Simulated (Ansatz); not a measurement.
Molecular dynamics on a 2×2×1 supercell (16 atoms) of AgLaS2 (ordering on rocksalt), relaxed with r2SCAN. Forces come from PBEsol in the PAW code Ansatz: Langevin thermostat and barostat (NPT), 200 K, steps of 1 fs. Spin polarisation is off, nuclei are classical, and the run is far too short for thermal averages. The structure comes from a prototype and may be hypothetical.

```yaml
crystal:
  lattice:
    - [8.2600434278, 0.0, 0.0]
    - [0.0, 8.2600434278, 0.0]
    - [0.0, 0.0, 5.6048983143]
  atoms:
    - { symbol: Ag, position: [0.0, 0.0, 0.0] }
    - { symbol: S, position: [0.0, 0.0, 0.5] }
    - { symbol: La, position: [0.25, 0.25, 0.5] }
    - { symbol: S, position: [0.25, 0.25, 0.0] }
    - { symbol: Ag, position: [0.0, 0.5, 0.0] }
    - { symbol: S, position: [0.0, 0.5, 0.5] }
    - { symbol: La, position: [0.25, 0.75, 0.5] }
    - { symbol: S, position: [0.25, 0.75, 0.0] }
    - { symbol: Ag, position: [0.5, 0.0, 0.0] }
    - { symbol: S, position: [0.5, 0.0, 0.5] }
    - { symbol: La, position: [0.75, 0.25, 0.5] }
    - { symbol: S, position: [0.75, 0.25, 0.0] }
    - { symbol: Ag, position: [0.5, 0.5, 0.0] }
    - { symbol: S, position: [0.5, 0.5, 0.5] }
    - { symbol: La, position: [0.75, 0.75, 0.5] }
    - { symbol: S, position: [0.75, 0.75, 0.0] }
kpoints:
  mp_grid: { grid: [2, 2, 2] }
hamiltonian:
  xc: pbesol
scf:
  occupations: { method: fermi_dirac, width: 0.02 }
md:
  ensemble: npt_langevin
  temperature: 200
  timestep: 1.0
  n_steps: 20
  initial_velocities: maxwell_boltzmann
  seed: 1237
```

Run as `ansatz run input.yaml --threads 4 --pin off --max-ram 3686MiB --backend cpu --events-out ev --progress --plain --runs-dir out`. Wall time 71 s on 4 threads of Arm Neoverse V2, with other jobs on the host, load about 0.5 per core; peak host memory 1.5 GiB.

| step | t (fs) | T (K) | free energy F from step 0 (meV/atom) | kinetic energy (meV/atom) | pressure (GPa) | volume (Å³/atom) | largest force (eV/Å) |
| --- | --- | --- | --- | --- | --- | --- | --- |
| 0 | 0 | 188 | 0.0 | 24.2 | -3.16 | 23.90 | 0.00 |
| 1 | 1 | 191 | -0.2 | 24.7 | -3.13 | 23.89 | 0.02 |
| 2 | 2 | 190 | -0.7 | 24.6 | -3.06 | 23.87 | 0.05 |
| 3 | 3 | 183 | -1.5 | 23.6 | -2.94 | 23.82 | 0.07 |
| 4 | 4 | 183 | -2.5 | 23.7 | -2.77 | 23.76 | 0.10 |
| 5 | 5 | 181 | -3.8 | 23.4 | -2.56 | 23.68 | 0.13 |
| 6 | 6 | 194 | -5.0 | 25.0 | -2.31 | 23.60 | 0.16 |
| 7 | 7 | 168 | -6.3 | 21.7 | -2.03 | 23.50 | 0.19 |
| 8 | 8 | 164 | -7.4 | 21.1 | -1.71 | 23.39 | 0.23 |
| 9 | 9 | 161 | -8.4 | 20.7 | -1.38 | 23.28 | 0.26 |
| 10 | 10 | 172 | -9.1 | 22.2 | -1.01 | 23.16 | 0.28 |
| 11 | 11 | 173 | -9.6 | 22.3 | -0.63 | 23.04 | 0.31 |
| 12 | 12 | 177 | -9.7 | 22.9 | -0.25 | 22.93 | 0.33 |
| 13 | 13 | 177 | -9.6 | 22.9 | 0.13 | 22.82 | 0.35 |
| 14 | 14 | 182 | -9.3 | 23.5 | 0.51 | 22.71 | 0.37 |
| 15 | 15 | 182 | -8.6 | 23.5 | 0.87 | 22.61 | 0.40 |
| 16 | 16 | 172 | -7.8 | 22.3 | 1.21 | 22.52 | 0.43 |
| 17 | 17 | 171 | -6.8 | 22.2 | 1.54 | 22.43 | 0.45 |
| 18 | 18 | 159 | -5.7 | 20.6 | 1.85 | 22.35 | 0.48 |
| 19 | 19 | 163 | -4.5 | 21.0 | 2.14 | 22.28 | 0.51 |
| 20 | 20 | 176 | -3.3 | 22.7 | 2.38 | 22.22 | 0.54 |

The temperature starts at 188 K, is lowest at step 18 (159 K, 18 fs) and ends at 176 K.

Positions (Å) and forces (eV/Å) at step 20:
```
cell (Å): 8.062 0.000 0.000; 0.000 8.062 0.000; 0.000 0.000 5.470
Ag   0.044   0.023   0.008     0.013  -0.053  -0.027
S    0.004  -0.031   2.728    -0.076   0.224  -0.012
La   2.038   2.014   2.742    -0.134   0.062  -0.310
S    1.986   2.043  -0.039     0.033   0.146   0.367
Ag  -0.002   4.047   0.011     0.012   0.046  -0.038
S   -0.019   4.076   2.706     0.131  -0.419   0.054
La   2.009   6.056   2.740    -0.136  -0.085  -0.042
S    1.978   6.067  -0.003    -0.042   0.032   0.051
Ag   4.060   0.017   0.007     0.009  -0.048   0.026
S    3.991  -0.022   2.775     0.342   0.288  -0.126
La   6.079   2.015   2.726    -0.208   0.024   0.116
S    6.095   1.932   0.009    -0.067  -0.069  -0.144
Ag   4.035   3.975   0.008     0.012   0.051  -0.076
S    4.034   4.064   2.673    -0.102  -0.516   0.110
La   5.998   6.012   2.721     0.239   0.364  -0.209
S    6.030   6.050  -0.043    -0.026  -0.047   0.261
```
